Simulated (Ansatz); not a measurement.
Relaxed BN (h-BN type, space group P6_3/mmc):

```xyz
4
Lattice="2.5058 0.0000 0.0000 -1.2529 2.1701 0.0000 0.0000 0.0000 6.6162" Properties=species:S:1:pos:R:3 pbc="T T T"
B      0.0000     1.4467     1.6541
B      1.2529     0.7234     4.9622
N      0.0000     1.4467     4.9622
N      1.2529     0.7234     1.6541
```

In this cell atom 1 (B, nearest neighbour N at 1.447 Å; its periodic images, 2.5 Å or more away, move with it) is moved by u·(1.000, 0.000, 0.000) + v·(0.000, 0.000, 1.000); the rest is frozen.

Calculation: PBE-D3(BJ) (plane waves to 420 eV, PAW, scalar-relativistic; Ansatz, an electronic-structure program). k mesh 12×12×4 (Γ-centred), Fermi-Dirac smearing 0.05 eV. Energies are smeared free energies. Points where atoms come too close for the PAW data are left out (x in tables, blank in figures). BN was relaxed with its symmetry unable to fall. The PAW data are Ansatz's earlier set.

Changes of ΔE (meV/cell) from the point u = 0.000 Å, v = 0.000 Å when one coordinate moves alone (two changes are said to add if the coupling is within 5 % of the smaller one, nearly so within 20 %):

```csv
point,change
"u = 0.000 Å, v = -0.480 Å",1571.8
"u = 0.000 Å, v = -0.240 Å",387.3
"u = -0.240 Å, v = 0.000 Å",1213.3
"u = 0.240 Å, v = 0.000 Å",1213.3
"u = 0.000 Å, v = 0.240 Å",387.3
"u = 0.000 Å, v = 0.480 Å",1571.8
```

Task: What is the change at u = 0.240 Å, v = -0.240 Å, where both move, and how far is it from the sum?

Result: The sum of the single changes is 1213.3 + (387.3) = 1600.6; the calculation gives 1454.1, so the coupling contributes -146.5 (over 20 % of the smaller single change, not additive).

Task: Do the two effects add at u = 0.240 Å, v = -0.480 Å? Give the computed change.

Result: The sum of the single changes is 1213.3 + (1571.8) = 2785.1; the calculation gives 2292.2, so the coupling contributes -492.9 (over 20 % of the smaller single change, not additive).

(A displaced cell: forces are minus the slopes of the energy, force constants its curvatures, and phonons follow from these.)
